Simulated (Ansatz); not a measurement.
Question: Each is relaxed and computed with plane-wave PAW PBEsol (Ansatz code). Which is the only metal?
(A) SiGe, R-3m (Si on 6c, Ge on 6c)
(B) GePd2, P-62m (Ge on 2c, Ge on 1b, Pd on 3g, Pd on 3f)
(C) PdSeO4, C2/c (Pd on 4c, Se on 4e, O on 8f, O on 8f)
(D) K2Te2Pd, Immm (K on 4j, Te on 4h, Pd on 2a)

Answer: B, GePd2, P-62m (Ge on 2c, Ge on 1b, Pd on 3g, Pd on 3f). GePd2: metal; K2Te2Pd: gap 0.34 eV (indirect); SiGe: gap 0.32 eV (indirect); PdSeO4: gap 1.33 eV (indirect). Typed or built starts, not in the databases checked: SiGe, R-3m (Si on 6c, Ge on 6c). Standing as an ambient phase not checked: GePd2, P-62m (Ge on 2c, Ge on 1b, Pd on 3g, Pd on 3f); K2Te2Pd, Immm (K on 4j, Te on 4h, Pd on 2a); PdSeO4, C2/c (Pd on 4c, Se on 4e, O on 8f, O on 8f). All cells were relaxed under the symmetry of their starts (and spin orders); stability against distortions was not tested throughout. Rows with no word on spin ran without spin polarisation. Spin–orbit coupling is left out wherever it is not named.

Potentials: the later of the program's two PAW sets.
